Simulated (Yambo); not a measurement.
BaHI (space group P4/nmm, No. 129), G0W0@LDA in Yambo (2×2×2 mesh, plasmon pole; 7 Ry block, no terminator). The number N of bands in W and G is varied.

```json
[
 {"N": "85", "x = 1/N": "0.01176", "gap Z → Z (eV)": "4.007", "shift of the valence edge (eV)": "-0.342"},
 {"N": "130", "x = 1/N": "0.00769", "gap Z → Z (eV)": "4.100", "shift of the valence edge (eV)": "-0.643"},
 {"N": "186", "x = 1/N": "0.00538", "gap Z → Z (eV)": "4.126", "shift of the valence edge (eV)": "-0.808"},
 {"N": "243", "x = 1/N": "0.00412", "gap Z → Z (eV)": "?", "shift of the valence edge (eV)": "?"}
]
```

Problem. Basis-set arguments suggest E = E∞ + A x. Fix A and E∞ from the two rows above the withheld one, predict the row at 243 bands, and test the form.

Solution. Gap: A = (4.126 − (4.100))/(0.00538 − 0.00769) = -11.3, E∞ = 4.187 eV, so 4.140 eV is predicted; the run gave 4.146 eV (miss 6 meV). The first two rows have slope -22.9, so the form doesn't hold yet over the whole range. Shift: A = (-0.808 − (-0.643))/(0.00538 − 0.00769) = 71.4, E∞ = -1.192 eV, so -0.898 eV is predicted; the run gave -0.904 eV (miss 6 meV). The first two rows have slope 74.0, within 15 % of that. The other settings are held fixed.

Spin-orbit coupling is not included.

Geometry of the Materials Project entry, not relaxed at this level; primitive cell a = b = 4.7758 Å, c = 7.8002 Å, α = β = γ = 90.00°.

A shift is the quasiparticle energy of the state minus its LDA energy.
